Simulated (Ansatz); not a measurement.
Input and command of a calculation in Ansatz (plane waves; scalar-relativistic PAW potentials unless the input names others):

```yaml
crystal:
  lattice:
    - [6.6889866429, 0.0, 0.0]
    - [0.0, 6.6889866429, 0.0]
    - [0.0, 0.0, 5.9146639377]
  atoms:
    - { symbol: Tl, position: [0.2610809445, 0.2610809445, 0.0] }
    - { symbol: Tl, position: [0.2610809445, 0.7389190555, 0.0] }
    - { symbol: Tl, position: [0.7389190555, 0.2610809445, 0.0] }
    - { symbol: Tl, position: [0.7389190555, 0.7389190555, 0.0] }
    - { symbol: F, position: [0.5, 0.5, 0.2232074675] }
    - { symbol: F, position: [0.5, 0.5, 0.7767925325] }
basis:
  ecutwfc: 420
kpoints:
  mp_grid: { grid: [6, 6, 6] }
hamiltonian:
  xc: pbe
scf:
  occupations: { method: gaussian, width: 0.1 }
  mixing: { preconditioner: kerker }
output:
  forces: true
  eigenvalues: true
  stress: true
```

```bash
ansatz run input.yaml --threads 1 --pin off --max-ram 2560MiB --backend cpu --events-out ev --progress --plain --runs-dir out
```

Abridged log:
```
Pseudopotentials: kind: paw
Pseudopotential: Tl, paw, valence charge 13, recommended cutoff 420 eV (normal)
Pseudopotential: F, paw, valence charge 7, recommended cutoff 420 eV (normal)
Functional definition: PBE
Crystal: 6 atoms, lattice volume = 264.637 Å³
Basis set: ecut = 420 eV, 5147 PW (Γ), exchange–correlation on 90×90×80 points (8 copies of the dense FFT grid, shifted against one another)
Bands: 40, of which v1, the nominal top of the filled ones, is band 33 counted from 1 (32 counted from 0)
Symmetry: 16 space group operations
Space group: P4/mmm (ITA 123), of the structure as read, at distance tolerance 6.4e-5 Å
k-points: 40 of 216
Initial density: superposition of atomic densities (neutral atoms: chi_scale 0, normalization atom), corrected by the library's trained network
Initial wavefunctions: pseudopotential atomic-orbital guess
Functional: x = pbe(κ = 0.804, μ = 0.21951497), c = pbe(β = 0.06672455)
SCF iter   1: F=—  HF=-47392.650192 eV  |F-HF|=—  |Δ(HF+E_count)|=         —  Δρ=2.25e-3  dr2=3.00e-2  ethr=1.77e-3  ⟨swp⟩=6.1  Hψ=5784  notcnv=0
SCF iter   2: F=—  HF=-47392.649409 eV  |F-HF|=—  |Δ(HF+E_count)|=   7.83e-4  Δρ=1.51e-3  dr2=1.60e-2  ethr=4.54e-5  ⟨swp⟩=2.0  Hψ=2082  notcnv=0
SCF iter   3: F=—  HF=-47392.646358 eV  |F-HF|=—  |Δ(HF+E_count)|=   3.05e-3  Δρ=6.58e-4  dr2=1.58e-3  ethr=2.43e-5  ⟨swp⟩=2.0  Hψ=2099  notcnv=0
SCF iter   4: F=—  HF=-47392.646262 eV  |F-HF|=—  |Δ(HF+E_count)|=   9.59e-5  Δρ=4.22e-4  dr2=5.40e-4  ethr=2.39e-6  ⟨swp⟩=2.1  Hψ=2864  notcnv=0
SCF iter   5: F=—  HF=-47392.646320 eV  |F-HF|=—  |Δ(HF+E_count)|=   5.76e-5  Δρ=1.18e-4  dr2=1.62e-4  ethr=8.18e-7  ⟨swp⟩=2.0  Hψ=2868  notcnv=0
SCF iter   6: F=—  HF=-47392.646382 eV  |F-HF|=—  |Δ(HF+E_count)|=   6.19e-5  Δρ=6.09e-5  dr2=5.71e-5  ethr=2.45e-7  ⟨swp⟩=1.9  Hψ=1635  notcnv=0
SCF iter   7: F=—  HF=-47392.646154 eV  |F-HF|=—  |Δ(HF+E_count)|=   2.28e-4  Δρ=3.38e-5  dr2=1.20e-5  ethr=8.65e-8  ⟨swp⟩=2.0  Hψ=1995  notcnv=0  defer=2
SCF iter   8: F=—  HF=-47392.646185 eV  |F-HF|=—  |Δ(HF+E_count)|=   3.16e-5  Δρ=1.33e-5  dr2=1.21e-6  ethr=1.83e-8  ⟨swp⟩=2.3  Hψ=2006  notcnv=0  defer=2
SCF iter   9: F=—  HF=-47392.646190 eV  |F-HF|=—  |Δ(HF+E_count)|=   4.83e-6  Δρ=4.76e-6  dr2=1.55e-7  ethr=1.83e-9  ⟨swp⟩=2.3  Hψ=2011  notcnv=0  defer=2
SCF iter  10: F=-47392.646191 eV  HF=-47392.646191 eV  |F-HF|=3.04e-8  |Δ(HF+E_count)|=   5.24e-7  Δρ=1.78e-6  dr2=2.37e-8  ethr=1.52e-10  ⟨swp⟩=9.0  Hψ=6153  notcnv=0
SCF 1 converged in 10 iterations: F = -47392.646191 eV  dr2 = 2.37e-8
SCF converged after 10 iterations
Free energy (F): -47392.646191 eV
Harris-Foulkes:  -47392.646191 eV  (|F-HF|=3.04e-8)
Internal energy: -47392.631100 eV  (E = F + TS)
E sigma→0 (E₀):  -47392.638645 eV
Entropy (-TS):   -0.015091 eV (-2.515 meV/atom)
Fermi energy:    3.408467 eV
--- Forces (eV/Å), atoms counted from 1 ---
  atom   1  Tl    -0.00035189    -0.00035189     0.00000000
  atom   2  Tl    -0.00035189     0.00035189     0.00000000
  atom   3  Tl     0.00035189    -0.00035189     0.00000000
  atom   4  Tl     0.00035189     0.00035189     0.00000000
  atom   5  F      0.00000000     0.00000000    -0.00466142
  atom   6  F      0.00000000     0.00000000     0.00466142
--- Stress (GPa, compression-positive) ---
        0.002453       0.000000       0.000000
        0.000000       0.002453       0.000000
        0.000000       0.000000       0.038969
  P = ⅓ Tr σ = 0.0146 GPa (0.146 kbar)
```

Apart from outputs, empty bands and the relaxation, which only the reference makes, the input differs from a reference run on usual settings in scf.mixing.preconditioner: not typed → "kerker". The reference, at the same geometry, ended its own course with pressure 0.01 GPa, largest force 0.005 eV/Å, no gap on the mesh. This run converged in 10 SCF iterations with an energy at zero smearing within 0.01 meV/atom of the reference's, pressure 0.01 GPa, largest force 0.005 eV/Å, no gap on the mesh.

Time: 29 s on 1 thread of Arm Neoverse V1 (shared host), peak memory 0.58 GiB.